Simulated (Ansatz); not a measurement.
An Ansatz (a program for electronic structure) run. Input:

Ansatz 0.2 input:
```yaml
crystal:
  lattice:
    - [4.1412564741, 0.0, 0.0]
    - [0.0, 4.1412564741, 0.0]
    - [0.0, 0.0, 6.9052910605]
  atoms:
    - { symbol: Mg, position: [0.5, 0.5, 0.0] }
    - { symbol: Mg, position: [0.0, 0.0, 0.0] }
    - { symbol: Mg, position: [0.5, 0.0, 0.3579386478] }
    - { symbol: Mg, position: [0.0, 0.5, 0.6420613522] }
    - { symbol: Si, position: [0.5, 0.0, 0.744785727] }
    - { symbol: Si, position: [0.0, 0.5, 0.255214273] }
kpoints:
  mp_grid: { grid: [10, 10, 6] }
hamiltonian:
  xc: pbesol
  pseudopotentials: { kind: paw }
scf:
  occupations: { method: fermi_dirac, width: 0.1 }
phonons:
  method: dfpt
  response_accuracy: low
  eigenvectors: true
  rigid_motions: translations
```

Output (shortened):

```
Pseudopotential: Mg, paw, valence charge 10
Pseudopotential: Si, paw, valence charge 4
Functional definition: PBEsol
Crystal: 6 atoms, lattice volume = 118.426 Å³
Basis set: ecut = 420 eV, 2287 PW (Γ), exchange–correlation on 60×60×96 points (8 copies of the dense FFT grid, shifted against one another)
Bands: 30, of which v1, the nominal top of the filled ones, is band 24 counted from 1 (23 counted from 0)
Symmetry: 16 space group operations
k-points: 144 of 600 (irreducible under 4 space group operations, time reversal used)
SCF iter   1: F=—  HF=-8891.691525 eV  |F-HF|=—  |Δ(HF+E_count)|=         —  Δρ=3.04e-3  dr2=1.60e-2  ethr=1.77e-3  ⟨swp⟩=6.3  Hψ=20232  notcnv=0
preconditioner: auto → Kerker (q_TF=auto, 2.347 Å⁻¹)
SCF iter   2: F=—  HF=-8891.687320 eV  |F-HF|=—  |Δ(HF+E_count)|=   4.20e-3  Δρ=1.77e-3  dr2=6.57e-3  ethr=3.34e-5  ⟨swp⟩=1.1  Hψ=5553  notcnv=0
SCF iter   3: F=—  HF=-8891.685694 eV  |F-HF|=—  |Δ(HF+E_count)|=   1.63e-3  Δρ=3.53e-4  dr2=2.33e-4  ethr=1.37e-5  ⟨swp⟩=2.0  Hψ=5386  notcnv=0
SCF iter   4: F=—  HF=-8891.685643 eV  |F-HF|=—  |Δ(HF+E_count)|=   5.03e-5  Δρ=1.24e-4  dr2=3.71e-5  ethr=4.84e-7  ⟨swp⟩=2.3  Hψ=5775  notcnv=0
SCF iter   5: F=—  HF=-8891.685636 eV  |F-HF|=—  |Δ(HF+E_count)|=   7.09e-6  Δρ=2.08e-5  dr2=9.84e-7  ethr=7.73e-8  ⟨swp⟩=2.0  Hψ=5234  notcnv=0
SCF iter   6: F=—  HF=-8891.685636 eV  |F-HF|=—  |Δ(HF+E_count)|=   1.51e-7  Δρ=5.10e-6  dr2=2.81e-8  ethr=2.05e-9  ⟨swp⟩=2.0  Hψ=5981  notcnv=0
SCF iter   7: F=—  HF=-8891.685636 eV  |F-HF|=—  |Δ(HF+E_count)|=  2.46e-10  Δρ=1.46e-6  dr2=1.73e-9  ethr=5.85e-11  ⟨swp⟩=2.0  Hψ=7537  notcnv=0
SCF iter   8: F=—  HF=-8891.685636 eV  |F-HF|=—  |Δ(HF+E_count)|=   1.28e-9  Δρ=3.42e-7  dr2=1.42e-10  ethr=3.61e-12  ⟨swp⟩=2.0  Hψ=7467  notcnv=0
SCF iter   9: F=-8891.685636 eV  HF=-8891.685636 eV  |F-HF|=1.82e-12  |Δ(HF+E_count)|=  3.64e-11  Δρ=7.20e-8  dr2=8.27e-12  ethr=1.00e-12  ⟨swp⟩=4.1  Hψ=20449  notcnv=0
SCF 1 converged in 9 iterations: F = -8891.685636 eV  dr2 = 8.27e-12
DFPT response loops at Γ: preconditioner auto → Kerker (q_TF=auto, 2.347 Å⁻¹) (partly filled bands, converged f_vac=0.000) …
SCF converged after 9 iterations
Free energy (F): -8891.685636 eV
Harris-Foulkes:  -8891.685636 eV  (|F-HF|=1.82e-12)
Internal energy: -8891.628886 eV  (E = F + TS)
E sigma→0 (E₀):  -8891.657261 eV
Entropy (-TS):   -0.056751 eV (-9.458 meV/atom)
Fermi energy:    6.629871 eV
--- Per-component energies (eV) ---
  E_band       = -1365.961162
  E_kinetic    = 381.581639
  E_local      = -6699.704011  (includes V_loc(G=0)·N_el)
  E_nonlocal   = 436.682652
  E_hartree    = 2434.175878
  E_xc         = -223.742067
  E_vxc        = -241.996145  (∫ρ·V_xc dr)
  E_paw        = -2122.012671  (= ΣΔE_a)
  E_vpaw       = -110.877034  (= ΣTr[D̂ρ^β])
  E_aug_tail   = 0.000007  (compensation charges beyond the density's cutoff)
  E_ewald      = -3098.908883
  E_core_change = 0.298570  (= ΣΔE_core)
  E_smearing   = -0.056751  (= −TS)
  E_closure    = 0.000000  (closes the sum)
  Σ components = -8891.685636   (vs F -8891.685636, Δ=0.00e0)
  [band-id]    e_kinetic+e_local+e_nonlocal+2·e_hartree+e_vxc+e_vpaw+e_augmentation_tail = -1365.961137   (vs E_band -1365.961162, Δ=2.50e-5)
--- Band table (eV; the first three rows and the last of 144) ---
  k-point 0: bands = ["-69.1479", "-69.1475", "-68.6486", "-68.6418", "-36.0912", "-36.0912", "-36.0883", "-36.0882", "-36.0882", "-36.0859", "-35.6197", "-35.6197", "-35.5790", "-35.5790", "-35.5761", "-35.5668", "-2.8336", "-0.9967", "1.5725", "5.2846", …
  k-point 1: bands = ["-69.1479", "-69.1475", "-68.6486", "-68.6418", "-36.0912", "-36.0912", "-36.0883", "-36.0882", "-36.0882", "-36.0858", "-35.6197", "-35.6197", "-35.5790", "-35.5790", "-35.5761", "-35.5668", "-2.7630", "-1.2214", "1.9199", "5.3449", …
  k-point 2: bands = ["-69.1479", "-69.1475", "-68.6486", "-68.6418", "-36.0912", "-36.0912", "-36.0884", "-36.0882", "-36.0882", "-36.0858", "-35.6197", "-35.6197", "-35.5790", "-35.5790", "-35.5761", "-35.5668", "-2.5631", "-1.6618", "2.7289", "4.8124", …
  k-point 143: bands = ["-69.1477", "-69.1477", "-68.6451", "-68.6451", "-36.0922", "-36.0922", "-36.0883", "-36.0883", "-36.0870", "-36.0870", "-35.6250", "-35.6250", "-35.5751", "-35.5751", "-35.5713", "-35.5713", "-0.2595", "-0.2595", "2.9315", "2.9315", …
--- Phonons (Γ-DFPT): 6 representative perturbations + reference, on 144 of 600 k-points (Σ response iterations 17) ---
  ASR residual: 1.697e-4 → 0.000e0 eV/Å²; symmetrization residual: 6.276e-5 eV/Å²
  ASR residual per site (eV/Å²): 7.96e-5 7.96e-5 1.41e-5 1.41e-5 1.70e-4 1.70e-4
  Γ frequencies (cm⁻¹): 0.00 0.00 0.00 121.17 121.17 124.17 124.17 183.48 183.48 211.24 215.42 248.92 248.92 263.47 313.02 315.95 324.58 324.58
  non-analytic LO–TO correction: not included (Born effective charges unavailable; polar crystals: no LO–TO splitting at Γ)
```

Cost: very roughly 4 core-minutes on shared cores.

Space group P4/nmm. The workflow started from a Materials Project entry (that database holds measured and hypothetical structures alike); the Crystallography Open Database copy checked does not list it. It is not the phase usual at ambient conditions (space group No. 225). The PBEsol relaxation kept the symmetry of its start; of distortions, only those at the zone centre were tested. As this level gives no gap, phonon frequencies hold no LO–TO term and depend on the k-mesh and smearing (Fermi–Dirac, 0.1 eV here).

Potentials: the later of the program's two PAW sets.

Ansatz is a plane-wave DFT program.
